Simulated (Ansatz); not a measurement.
ZnO:
```yaml
crystal:
  lattice:
    - [5.65655, 0.00000, 0.00000]
    - [0.00000, 5.65655, 0.00000]
    - [0.00000, 0.00000, 5.65655]
  atoms:
    - { symbol: Zn, position: [0.25000, 0.00000, 0.50000] }
    - { symbol: Zn, position: [0.75000, 0.00000, 0.50000] }
    - { symbol: Zn, position: [0.50000, 0.25000, 0.00000] }
    - { symbol: Zn, position: [0.50000, 0.75000, 0.00000] }
    - { symbol: Zn, position: [0.00000, 0.50000, 0.25000] }
    - { symbol: Zn, position: [0.00000, 0.50000, 0.75000] }
    - { symbol: O, position: [0.75000, 0.50000, 0.00000] }
    - { symbol: O, position: [0.25000, 0.50000, 0.00000] }
    - { symbol: O, position: [0.00000, 0.75000, 0.50000] }
    - { symbol: O, position: [0.00000, 0.25000, 0.50000] }
    - { symbol: O, position: [0.50000, 0.00000, 0.75000] }
    - { symbol: O, position: [0.50000, 0.00000, 0.25000] }
```

Relaxed with PBE. Special points in fractions of this cell's reciprocal vectors: Γ (0.000, 0.000, 0.000); X (0.000, 0.500, 0.000); M (0.500, 0.500, 0.000); R (0.500, 0.500, 0.500).

Q: List the band energies nearest the valence-band maximum at these points for PBE in the plane-wave PAW code Ansatz.

A: In eV from the valence-band maximum; about four levels below and three above (degenerate sets whole), none deeper than 8.9 eV; points with the same levels are listed once.

```
k                             below                          above
-  --------------------------------  -----------------------------
Γ  -1.36 -1.36 -1.36 0.00 0.00 0.00                 1.05 6.23 6.23
X           -0.61 -0.61 -0.18 -0.18            3.25 3.25 6.03 6.03
M     -0.79 -0.79 -0.76 -0.76 -0.25            4.06 4.23 4.94 4.94
R           -0.96 -0.96 -0.96 -0.96  5.55 5.55 5.55 5.55 5.55 5.55
```

Space group Pm-3n. The start of the workflow was typed in or built on a structure type; neither database checked (COD, Materials Project) lists it. It is not the phase usual at ambient conditions (space group No. 186). The cell was relaxed with PBE under the symmetry of its start; its stability against distortions is not shown here.

Potentials: the later of the program's two PAW sets.
